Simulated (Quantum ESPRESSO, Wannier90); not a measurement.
NaMgF$_{3}$ (cubic perovskite): Wannier90 run

```
begin unit_cell_cart
ang
    3.9508400000    0.0000000000    0.0000000000
    0.0000000000    3.9508400000    0.0000000000
    0.0000000000    0.0000000000    3.9508400000
end unit_cell_cart
begin atoms_frac
Na   0.0000000000  0.0000000000  0.0000000000
Mg   0.5000000000  0.5000000000  0.5000000000
F    0.5000000000  0.5000000000  0.0000000000
F    0.0000000000  0.5000000000  0.5000000000
F    0.5000000000  0.0000000000  0.5000000000
end atoms_frac
```

Cell from Materials Project (mp-560399), symmetrised, no further relaxation. Not found in the COD (Crystallography Open Database) copy used, which has the formula in other groups; not checked further. Level: PBEsol, no spin polarisation, no spin-orbit coupling; pw.x of Quantum ESPRESSO at 71 Ry with PseudoDojo potentials, 6×6×6 k-points, Wannier90. Density: 8×8×8 mesh, cold smearing 0.01 Ry.

A tight-binding model is made by disentanglement and projection with no localisation steps (num_iter = 0), so the 17 orbitals stay atom-like: hydrogen-like Na: s;p; Mg: s;p; F: p, axes along x, y, z; frozen window up to 7.37 eV relative to the valence-band maximum. It follows pw.x to 0.8 meV rms for states up to 6.9 eV relative to the valence-band maximum. Matrix elements depend on this choice of orbitals and windows.

**Question.** What are the on-site energies relative to the valence-band maximum, and how fast do the hoppings decay?

**Answer.** 
```json
[
 {"atom": "Na1", "orbitals": "s", "energy (eV)": "10.36"},
 {"atom": "Na1", "orbitals": "pz px py", "energy (eV)": "14.53"},
 {"atom": "Mg2", "orbitals": "s", "energy (eV)": "13.24"},
 {"atom": "Mg2", "orbitals": "pz px py", "energy (eV)": "16.99"},
 {"atom": "F3", "orbitals": "pz", "energy (eV)": "-1.73"},
 {"atom": "F3", "orbitals": "px py", "energy (eV)": "-1.05"},
 {"atom": "F4", "orbitals": "pz py", "energy (eV)": "-1.05"},
 {"atom": "F4", "orbitals": "px", "energy (eV)": "-1.73"},
 {"atom": "F5", "orbitals": "pz px", "energy (eV)": "-1.05"},
 {"atom": "F5", "orbitals": "py", "energy (eV)": "-1.73"}
]
```

| distance of the centres (Å) | largest modulus (eV) |
|---|---|
| 1–2 | 1.5 |
| 2–3 | 0.28 |
| 3–4 | 0.89 |
| 4–5 | 0.048 |
| 5–6 | 0.14 |
| 6–7 | 0.038 |
| 7–8 | 0.013 |
| 8–9 | 0.015 |
| 9–10 | 0.0035 |
| 10–11 | 0.0034 |
